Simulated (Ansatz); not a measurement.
GaSbTe$_{2}$ in Ansatz, settings compared

Launch command:

```bash
ansatz run input.yaml --threads 1 --pin off --max-ram 2560MiB --backend cpu --events-out ev --progress --plain --runs-dir out
```

Input:

```yaml
crystal:
  lattice:
    - [0.0, 0.0, 6.894934]
    - [4.232877, -4.232877, 3.447467]
    - [4.232877, 4.232877, -3.447467]
  atoms:
    - { symbol: Ga, position: [0.75, 0.5, 0.5] }
    - { symbol: Ga, position: [0.25, 0.5, 0.5] }
    - { symbol: Te, position: [0.67, 0.5, 0.84] }
    - { symbol: Te, position: [0.17, 0.16, 0.5] }
    - { symbol: Te, position: [0.33, 0.5, 0.16] }
    - { symbol: Te, position: [0.83, 0.84, 0.5] }
    - { symbol: Sb, position: [0.25, 0.0, 0.0] }
    - { symbol: Sb, position: [0.75, 0.0, 0.0] }
  symmetry: { tolerance: 0.0003 }
kpoints:
  mp_grid: { grid: [4, 4, 4], shift: [0, 0, 0] }
magnetization:
  spin_polarized: false
scf:
  occupations: { method: fermi_dirac, width: 0.013 }
hamiltonian:
  pseudopotentials: { kind: paw }
  xc: pbesol
basis:
  ecutwfc: 420
output:
  forces: true
  stress: true
  eigenvalues: true
```

Origin of the cell: a known structure type with other elements, at an estimated volume, so it need not be a known compound.

Output of this run (shortened):

```
Pseudopotentials: kind: paw
Pseudopotential: Ga, paw, valence charge 13, recommended cutoff 420 eV (normal), Ga.paw.azcp
Pseudopotential: Te, paw, valence charge 16, recommended cutoff 420 eV (normal), Te.paw.azcp
Pseudopotential: Sb, paw, valence charge 15, recommended cutoff 420 eV (normal), Sb.paw.azcp
Functional definition: PBEsol
  exchange = pbesol_x
  correlation = pbesol_c
Crystal: 8 atoms, lattice volume = 247.076 Å³
Basis set: ecut = 420 eV, 4847 PW (Γ), exchange–correlation on 96×96×96 points (8 copies of the dense FFT grid, shifted against one another)
Bands: 72, of which v1, the nominal top of the filled ones, is band 60 counted from 1 (59 counted from 0)
Symmetry: 16 space group operations
Space group: I4/mcm (ITA 140), of the structure as read, at distance tolerance 1.9e-3 Å
k-points: 13 of 64
[… 8 lines left out …]
Initial density: superposition of atomic densities (neutral atoms: chi_scale 0, normalization atom), corrected by the library's trained network
Functional: x = pbesol(κ = 0.804, μ = 0.123457), c = pbesol(β = 0.046)
SCF iter   1: F=—  HF=-47908.207320 eV  Δρ=3.27e-3  dr2=3.30e-2  defer=5
SCF iter   2: F=—  HF=-47908.193564 eV  Δρ=1.82e-3  dr2=9.12e-3  defer=68
SCF iter   3: F=—  HF=-47908.191930 eV  Δρ=3.43e-4  dr2=2.29e-4  defer=42
SCF iter   4: F=—  HF=-47908.191909 eV  Δρ=2.15e-4  dr2=7.33e-5  defer=42
SCF iter   5: F=—  HF=-47908.191913 eV  Δρ=8.85e-5  dr2=1.56e-5  defer=42
SCF iter   6: F=—  HF=-47908.191906 eV  Δρ=3.45e-5  dr2=2.25e-6  defer=42
SCF iter   7: F=-47908.191906 eV  HF=-47908.191906 eV  Δρ=6.57e-6  dr2=9.50e-8
SCF 1 converged in 7 iterations: F = -47908.191906 eV  dr2 = 9.50e-8
SCF converged after 7 iterations
Free energy (F): -47908.191906 eV
Harris-Foulkes:  -47908.191906 eV  (|F-HF|=4.73e-8)
Internal energy: -47908.190551 eV  (E = F + TS)
E sigma→0 (E₀):  -47908.191229 eV
Entropy (-TS):   -0.001354 eV (-0.169 meV/atom)
Fermi energy:    8.302094 eV
--- Per-component energies (eV) ---
  E_band       = -1575.359659
  E_kinetic    = 1359.991575
  E_local      = -12595.972439  (includes V_loc(G=0)·N_el)
  E_nonlocal   = 344.087835
  E_hartree    = 6679.561025
  E_xc         = -901.138629
  E_vxc        = -720.038593  (∫ρ·V_xc dr)
  E_paw        = -31231.809619  (= ΣΔE_a)
  E_vpaw       = -3322.578952  (= ΣTr[D̂ρ^β])
  E_aug_tail   = -0.001003  (compensation charges beyond the density's cutoff)
  E_ewald      = -11566.798228
  E_core_change = 3.888930  (= ΣΔE_core)
  E_smearing   = -0.001354  (= −TS)
  Σ components = -47908.191906   (vs F -47908.191906, Δ=0.00e0)
--- Forces (eV/Å), atoms counted from 1 ---
  atom   1  Ga     0.000000     0.000000    -0.000000
  atom   2  Ga     0.000000    -0.000000     0.000000
  atom   3  Te     0.329579     0.329579     0.000000
  atom   4  Te    -0.329579     0.329579     0.000000
  atom   5  Te    -0.329579    -0.329579    -0.000000
  atom   6  Te     0.329579    -0.329579    -0.000000
  atom   7  Sb    -0.000000    -0.000000    -0.000000
  atom   8  Sb     0.000000     0.000000     0.000000
  max |Σ_I F_I| component: 1.11e-16 eV/Å
--- Stress (GPa, compression-positive) ---
       -3.359064      -0.000000      -0.000000
       -0.000000      -3.359064      -0.000000
       -0.000000      -0.000000      -3.619983
  P = ⅓ Tr σ = -3.4460 GPa (-34.460 kbar)
```

The same input was run again with these changes:

1. `kpoints.mp_grid.shift` [0, 0, 0] → [0.5, 0.5, 0.5]
2. `kpoints.mp_grid.grid` [4, 4, 4] → [1, 1, 1]
3. `hamiltonian.pseudopotentials` { kind: paw } → { kind: nc, accuracy: standard }

| run | end | SCF iterations | P (GPa) | max force component (eV/Å) | moment (μB) | ΔE(σ→0) (meV/atom) |
| --- | --- | --- | --- | --- | --- | --- |
| base | converged | 7 | -3.45 | 0.330 | – | 0 |
| 1 | converged | 8 | -3.49 | 0.300 | – | 1.88 |
| 2 | converged | 9 | -4.27 | 0.517 | – | -105.43 |
| 3 | converged | 9 | -7.27 | 0.122 | – | – |

Energies are compared only where functional, datasets, charge and starting cell are the same.

Not properties of the system: run 2 (too coarse or loose: `kpoints.mp_grid.grid` = [1, 1, 1]).

Caveats of the base run: no spin-orbit coupling, though heavy elements are present.

Run 1: the k mesh keeps only part of the crystal's symmetry.
Run 2: the k mesh is coarse if the cell is a metal.
Run 3: the cutoff lies below the datasets' advice.

The base run ran for 5.8 s of wall time on 1 CPU thread(s) of a shared host, from the program's own first density.
